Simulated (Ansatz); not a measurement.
GaAs in space group I-4m2 (No. 119; Ga on 2c, As on 2a) under volume change, PBEsol (plane waves, PAW; program Ansatz), shape and atoms relaxed at each volume.

```tsv
V (Å³/atom)	E − E(relaxed) (meV/atom)	P (GPa)
16.642	?	?
17.191	18.0	5.56
17.740	?	?
18.288	0.0	0.00
18.837	3.8	-2.14
19.385	14.3	-3.95
19.934	30.5	-5.45
```

What belongs in the gaps?


- 16.642, E − E(relaxed) (meV/atom): 42.9
- 16.642, P (GPa): 9.11
- 17.740, E − E(relaxed) (meV/atom): 4.2
- 17.740, P (GPa): 2.55

What does a third-order Birch–Murnaghan fit give for V₀, B₀ and B′?

V₀ = 18.29 Å³/atom, B₀ = 77.5 GPa, B′ = 4.7.

The workflow started from a Materials Project entry (that database holds measured and hypothetical structures alike); the Crystallography Open Database copy checked does not list it. It is not the phase usual at ambient conditions (space group No. 216). The cell was relaxed with PBEsol under the symmetry of its start; its stability against distortions is not shown here. Spin–orbit coupling is left out wherever it is not named.

Potentials: the later of the program's two PAW sets.
